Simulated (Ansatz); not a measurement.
Y (hcp, Mg type)

```xyz
2
Lattice="3.6556 0.0000 0.0000 -1.8278 3.1659 0.0000 0.0000 0.0000 5.6787" Properties=species:S:1:pos:R:3 pbc="T T T"
Y      0.0000     2.1106     4.2590
Y      1.8278     1.0553     1.4197
```

Equation-of-state scan: isotropic scaling of the cell above, V₀ being its volume. Symmetry pins the atoms to their sites.

These are PBE (plane waves to 420 eV, PAW, scalar-relativistic; Ansatz, a first-principles code) values and carry that method's errors. k mesh 15×15×8 (Γ-centred), Fermi-Dirac smearing 0.05 eV. Energies are smeared free energies. Stress and pressure are positive under compression. With the shape held, the modulus is that of even scaling; a crystal free to change shape is softer. Y is run without spin polarisation. Y was relaxed with its symmetry unable to fall. The zero of ΔE is the relaxed starting cell.

The scan covers V/V₀ from 0.840 to 1.160 in 9 points.

### Question
What pressure does the cell carry at V/V₀ = 0.840?

### Answer
9.1 GPa.

### Question
What is ΔE at V/V₀ = 1.160?

### Answer
87 meV/atom.

### Question
What is ΔE at V/V₀ = 0.840?

### Answer
134 meV/atom.

(A scan under strain: stresses follow from slopes of the energy per volume, elastic moduli from its curvatures.)
